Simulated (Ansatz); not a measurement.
Ansatz input file:

```yaml
crystal:
  lattice:
    - [0.0, 3.9725770836, 3.9725770836]
    - [3.9725770836, 0.0, 3.9725770836]
    - [3.9725770836, 3.9725770836, 0.0]
  atoms:
    - { symbol: Sr, position: [0.0, 0.0, 0.0] }
    - { symbol: Sr, position: [0.25, 0.25, 0.25] }
    - { symbol: Ir, position: [0.625, 0.625, 0.625] }
    - { symbol: Ir, position: [0.125, 0.625, 0.625] }
    - { symbol: Ir, position: [0.625, 0.625, 0.125] }
    - { symbol: Ir, position: [0.625, 0.125, 0.625] }
basis:
  ecutwfc: 500
kpoints:
  mp_grid: { grid: [8, 8, 8] }
hamiltonian:
  xc: r2scan
scf:
  occupations: { method: gaussian, width: 0.1 }
output:
  forces: true
  stress: true
  eigenvalues: true
```

Run as
```bash
ansatz run input.yaml --threads 2 --pin off --max-ram 5120MiB --backend cpu --events-out ev --progress --plain --runs-dir out
```

Level of theory: DFT r2SCAN, scalar-relativistic, plane waves, PAW in Ansatz.

From the run's log, abridged:

```
Pseudopotentials: kind: paw
Pseudopotential: Sr, paw, valence charge 10, recommended cutoff 500 eV (meta_gga)
Pseudopotential: Ir, paw, valence charge 17, recommended cutoff 500 eV (meta_gga)
Functional definition: r2SCAN
Crystal: 6 atoms, lattice volume = 125.385 Å³
Basis set: ecut = 500 eV, 3143 PW (Γ), exchange–correlation on 180×180×180 points (64 copies of the dense FFT grid, shifted against one another)
Bands: 53, of which v1, the nominal top of the filled ones, is band 44 counted from 1 (43 counted from 0)
Symmetry: 48 space group operations
Space group: Fd-3m (ITA 227), of the structure as read, at distance tolerance 5.0e-5 Å
k-points: 29 of 512
Initial density: superposition of atomic densities (neutral atoms: chi_scale 0, normalization atom), corrected by the library's trained network
Initial wavefunctions: pseudopotential atomic-orbital guess
Functional: x = r2scan, c = r2scan; τ floored in thin density (d = 2e-4 eV/Å³)
SCF iter   1: F=—  HF=-54906.474561 eV  |F-HF|=—  |Δ(HF+E_count)|=         —  Δρ=1.46e-2  dr2=3.38e-1  dr2_τ=1.55e-1  ethr=1.77e-3  ⟨swp⟩=9.0  Hψ=6697  notcnv=0  defer=12
SCF iter   2: F=—  HF=-54906.626815 eV  |F-HF|=—  |Δ(HF+E_count)|=   1.52e-1  Δρ=6.76e-3  dr2=7.51e-2  dr2_τ=6.83e-3  ethr=3.84e-4  ⟨swp⟩=3.2  Hψ=2635  notcnv=0  defer=71
SCF iter   3: F=—  HF=-54906.619150 eV  |F-HF|=—  |Δ(HF+E_count)|=   7.66e-3  Δρ=1.83e-3  dr2=9.17e-3  dr2_τ=4.21e-4  ethr=8.53e-5  ⟨swp⟩=2.0  Hψ=1828  notcnv=0  defer=71
SCF iter   4: F=—  HF=-54906.617792 eV  |F-HF|=—  |Δ(HF+E_count)|=   1.36e-3  Δρ=5.96e-4  dr2=9.10e-4  dr2_τ=2.59e-5  ethr=1.04e-5  ⟨swp⟩=2.2  Hψ=2108  notcnv=0  defer=71
SCF iter   5: F=—  HF=-54906.617680 eV  |F-HF|=—  |Δ(HF+E_count)|=   1.12e-4  Δρ=1.39e-4  dr2=1.41e-5  dr2_τ=1.73e-6  ethr=1.03e-6  ⟨swp⟩=2.0  Hψ=2203  notcnv=0  defer=71
SCF iter   6: F=—  HF=-54906.617896 eV  |F-HF|=—  |Δ(HF+E_count)|=   2.15e-4  Δρ=3.97e-5  dr2=2.46e-6  dr2_τ=2.86e-7  ethr=1.61e-8  ⟨swp⟩=2.0  Hψ=2332  notcnv=0  defer=71
SCF iter   7: F=-54906.617897 eV  HF=-54906.617897 eV  |F-HF|=8.72e-9  |Δ(HF+E_count)|=   8.67e-7  Δρ=1.03e-5  dr2=8.17e-8  dr2_τ=1.34e-8  ethr=1.14e-10  ⟨swp⟩=10.8  Hψ=7857  notcnv=0
SCF 1 converged in 7 iterations: F = -54906.617897 eV  dr2 = 8.17e-8
SCF converged after 7 iterations
Free energy (F): -54906.617897 eV
Harris-Foulkes:  -54906.617897 eV  (|F-HF|=8.72e-9)
Internal energy: -54906.582735 eV  (E = F + TS)
E sigma→0 (E₀):  -54906.600316 eV
Entropy (-TS):   -0.035162 eV (-5.860 meV/atom)
Fermi energy:    15.051186 eV
--- Per-component energies (eV) ---
  E_band       = -1056.910314
  E_kinetic    = 2975.021912
  E_local      = -8177.477592  (includes V_loc(G=0)·N_el)
  E_nonlocal   = 704.226842
  E_hartree    = 3032.167561
  E_xc         = -1343.232055
  E_vxc        = -1682.193651  (∫ρ·V_xc dr)
  E_paw        = -42430.501565  (= ΣΔE_a)
  E_vpaw       = -1043.146582  (= ΣTr[D̂ρ^β])
  E_aug_tail   = -0.000033  (compensation charges beyond the density's cutoff)
  E_vtau       = 102.343023  (kinetic-family band-sum trace: ∫τ·v_τ [+ j·A + Jᵃ·Aᵃ] dr)
  E_ewald      = -9665.228157
  E_core_change = -1.559647  (= ΣΔE_core)
  E_smearing   = -0.035162  (= −TS)
--- Forces (eV/Å), atoms counted from 1 ---
  atom   1  Sr     0.00000000     0.00000000     0.00000000
  atom   2  Sr     0.00000000     0.00000000     0.00000000
  atom   3  Ir     0.00000000     0.00000000     0.00000000
  atom   4  Ir     0.00000000     0.00000000     0.00000000
  atom   5  Ir     0.00000000     0.00000000     0.00000000
  atom   6  Ir     0.00000000     0.00000000     0.00000000
--- Stress (GPa, compression-positive) ---
      -12.243597       0.000000       0.000000
        0.000000     -12.243597       0.000000
        0.000000       0.000000     -12.243597
  P = ⅓ Tr σ = -12.2436 GPa (-122.436 kbar)
--- Band table (eV; the first three rows and the last of 29) ---
  k-point 0: bands = ["-78.3400", "-78.3085", "-78.3085", "-78.3085", "-35.1327", "-34.7639", "-34.7639", "-34.7639", "-34.5093", "-34.5093", "-34.4273", "-34.4273", "-34.4273", "-34.3368", "-34.3368", "-34.3368", "-20.5640", "-20.4190", "-2.2184", "-2.2184", "-2.2184", "-1.8188", "-1.8188", "-1.8188", "7.3333", "10.2164", "10.3881", "10.3881", "10.3881", "11.6736", "11.6736", "12.1455", "12.1455", "12.1455", "14.5481", "14.5481", "14.5481", "14.7547", "14.7547", "14.7547", "14.8730", "14.8730", "16.2437", "16.2437", "16.2878", "16.4771", "16.4771", "16.4771", "17.1236", "17.1236", "17.1236", "19.7091", "19.7091"]
  k-point 1: bands = ["-78.3391", "-78.3094", "-78.3085", "-78.3085", "-35.1208", "-34.7683", "-34.7605", "-34.7605", "-34.5066", "-34.5066", "-34.4357", "-34.4279", "-34.4279", "-34.3426", "-34.3426", "-34.3369", "-20.5597", "-20.4231", "-2.2238", "-2.2238", "-2.2158", "-1.8280", "-1.8121", "-1.8121", "7.4836", "10.3256", "10.4433", "10.4682", "10.4682", "11.7232", "11.7232", "12.0761", "12.1815", "12.1815", "14.3067", "14.4521", "14.4521", "14.5659", "14.5659", "14.7416", "14.8251", "14.8251", "15.6510", "15.9075", "15.9075", "16.4482", "16.6021", "16.6021", "17.1235", "17.5804", "17.5804", "19.6093", "19.6093"]
  k-point 2: bands = ["-78.3367", "-78.3118", "-78.3085", "-78.3085", "-35.0894", "-34.7813", "-34.7522", "-34.7522", "-34.4986", "-34.4986", "-34.4562", "-34.4300", "-34.4300", "-34.3574", "-34.3574", "-34.3369", "-20.5480", "-20.4344", "-2.2360", "-2.2360", "-2.2222", "-1.8359", "-1.7970", "-1.7970", "7.8899", "10.5096", "10.6721", "10.6721", "10.7209", "11.8749", "11.8749", "11.9037", "12.3120", "12.3120", "13.7114", "14.0698", "14.0698", "14.1853", "14.1853", "14.3229", "14.7103", "14.7715", "14.7715", "15.3341", "15.3341", "16.5636", "17.1233", "17.1424", "17.1424", "18.1412", "18.1412", "19.3679", "19.3679"]
  k-point 28: bands = ["-78.3243", "-78.3243", "-78.3086", "-78.3086", "-34.9275", "-34.9275", "-34.7161", "-34.7161", "-34.4947", "-34.4947", "-34.4542", "-34.4542", "-34.4058", "-34.4058", "-34.3755", "-34.3755", "-20.4907", "-20.4907", "-2.3229", "-2.3229", "-2.0223", "-2.0223", "-1.7218", "-1.7218", "9.8472", "9.8472", "11.5132", "11.5132", "11.9577", "11.9577", "11.9944", "11.9944", "12.5200", "12.5200", "12.7696", "12.7696", "13.1191", "13.1191", "13.4492", "13.4492", "14.2331", "14.2331", "14.3244", "14.3244", "15.3374", "15.3374", "16.5112", "16.5112", "19.1529", "19.1529", "19.4089", "19.4089", "20.6019"]
```

The run converged.

The run took 13 s on 2 threads of Arm Neoverse V2, with other jobs on the host, peak memory 0.87 GiB.

Spin–orbit coupling is left out, which can shift energies with elements as heavy as these.